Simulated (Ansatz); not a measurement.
Pt (fcc, Cu type)

```xyz
4
Lattice="3.9181 0.0000 0.0000 0.0000 3.9181 0.0000 0.0000 0.0000 3.9181" Properties=species:S:1:pos:R:3 pbc="T T T"
Pt     0.0000     0.0000     0.0000
Pt     1.9591     1.9591     0.0000
Pt     1.9591     0.0000     1.9591
Pt     0.0000     1.9591     1.9591
```

Scan: atom 4 (Pt, nearest neighbour Pt at 2.771 Å; its periodic images, 3.9 Å or more away, move with it) is displaced along Cartesian z, direction (0.000, 0.000, 1.000) in Cartesian axes, by s. The other atoms stay.

Computed with PBEsol (plane waves to 420 eV, PAW, scalar-relativistic; Ansatz, an electronic-structure program). k mesh 10×10×10 (Γ-centred), Fermi-Dirac smearing 0.05 eV. The energy includes the smearing's −TS. With partly filled bands, energies and forces of such displacements shift with the k mesh and the smearing. Pt is run without spin polarisation. Pt was relaxed with its symmetry unable to fall. Spin-orbit coupling is left out, though Pt is heavy. The PAW data are Ansatz's earlier set. ΔE is measured from the undisplaced structure. The last digit holds for this mesh only.

```csv
s (Å),ΔE (meV/cell)
-0.830,4981.7
-0.664,withheld
-0.498,1687.0
-0.332,727.5
-0.166,179.4
0.000,0.0
0.166,179.4
0.332,727.5
0.498,1687.0
0.664,withheld
0.830,4981.7
```

### Question
Fit an even polynomial form (powers 2, 4, 6) to the given rows and predict ΔE at s = -0.664.

### Answer
Least squares on the 9 given rows: ΔE = (6425)·s² + (1715)·s⁴ + (-790.9)·s⁶, in meV/cell with s in Å; root-mean-square residual 0.56 meV/cell. At -0.664 the fit gives 3098.3 meV/cell; the calculation gives 3096.0 meV/cell, so the interpolation is off by 2.3 (+0.1 %). The quadratic term alone would give 2832.8 meV/cell.

(For displaced atoms, the force is minus the slope of the energy, and its curvature is a force constant, which sets phonon frequencies.)
